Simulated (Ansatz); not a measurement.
## InAs (zincblende type) under strong compression

```yaml
crystal:
  lattice:
    - [0.00000, 3.01344, 3.01344]
    - [3.01344, 0.00000, 3.01344]
    - [3.01344, 3.01344, 0.00000]
  atoms:
    - { symbol: In, position: [0.00000, 0.00000, 0.00000] }
    - { symbol: As, position: [0.25000, 0.25000, 0.25000] }
```

The cell comes from a relaxation on PAW files under the same functional, begun from a prototype that needn't be the stable phase.

Its volume is scaled at fixed shape and fractional positions.

All numbers are LDA results (scalar-relativistic) from Ansatz 0.2.0, with a Γ-centred 11×11×11 k mesh, Fermi–Dirac smearing of 0.08 eV, no spin polarisation. Methods: LAPW: all electrons, basis error target 1 meV/atom; PAW: frozen-core files, cutoff 420 eV; crystal datasets: all electrons, by PAW datasets that the program makes for each cell; norm-conserving: pseudopotentials, cutoff 1088 eV; PAW (partial waves polarizable): frozen-core files, cutoff 420 eV.

Energies are extrapolated to zero smearing and count from the unscaled cell; pressure is positive in compression; gaps take the mesh and a band path. No temperature or zero-point motion is included.

The PAW files were made under PBE. The structure type is held throughout; the real material can change phase at far lower pressure.

| V/V0 | V (Å³/atom) | P LAPW (GPa) | ΔE LAPW (eV/atom) | P PAW − LAPW (GPa) | ΔE PAW − LAPW (meV/atom) |
| --- | --- | --- | --- | --- | --- |
| 1.00 | 27.36 | -0.01 | 0.000 | -0.01 | 0.0 |
| 0.94 | 25.72 | 4.29 | 0.021 | -0.01 | -0.1 |
| 0.88 | 24.08 | 10.35 | 0.094 | -0.01 | -0.3 |
| 0.80 | 21.89 | ? | ? | ? | ? |
| 0.72 | 19.70 | 42.3 | 0.744 | 0.00 | -0.4 |
| 0.64 | 17.51 | 75.1 | 1.527 | -0.01 | -0.5 |
| 0.55 | 15.05 | 141.3 | 3.137 | -0.02 | -0.7 |

Fit the Vinet equation to the LAPW pressures shown (residuals weighted by 1/(|P| + 0.03·Pmax)), and predict the pressure of the withheld row.

The fit gives V0 = 27.36 Å³/atom, B0 = 59.1 GPa and B0′ = 4.99. At 21.89 Å³/atom, x = (V/V0)^(1/3) = 0.9283, and P = 3·B0·(1 − x)/x²·exp[1.5·(B0′ − 1)·(1 − x)] = 22.6 GPa. The run itself gave 22.6 GPa (+0.3 % off) and ΔE = 0.312 eV/atom.

From the table, what is the rise of the enthalpy H = E + pV up to the last row, and how stiff is the crystal between the last two rows?

ΔH = 3.137 eV + (141.3 GPa × 15.05 Å³ + 0.01 GPa × 27.36 Å³) × 0.006242 eV/(GPa·Å³) = 16.41 eV/atom, of which pV makes 81 %. The mean bulk modulus there is −ΔP/Δln V = 437 GPa.

At the smallest volume, how far do crystal datasets and norm-conserving and PAW (partial waves polarizable) lie from LAPW in pressure?

crystal datasets: 0.00 GPa; norm-conserving: -0.86 GPa; PAW (partial waves polarizable): -0.02 GPa, on a LAPW pressure of 141.3 GPa.

How do the Löwdin populations by LAPW change from the unscaled cell to the last row?

In 4s 1.99 → 1.95, In 5s 1.10 → 0.83, In 5p 1.75 → 2.08, In 4d 9.98 → 9.92, As 4s 1.51 → 1.24, As 4p 3.67 → 4.00 electrons an atom. These are projections on the shells that the free atoms fill; 0.03 e a cell lies outside them at the start and 0.05 e at the end.
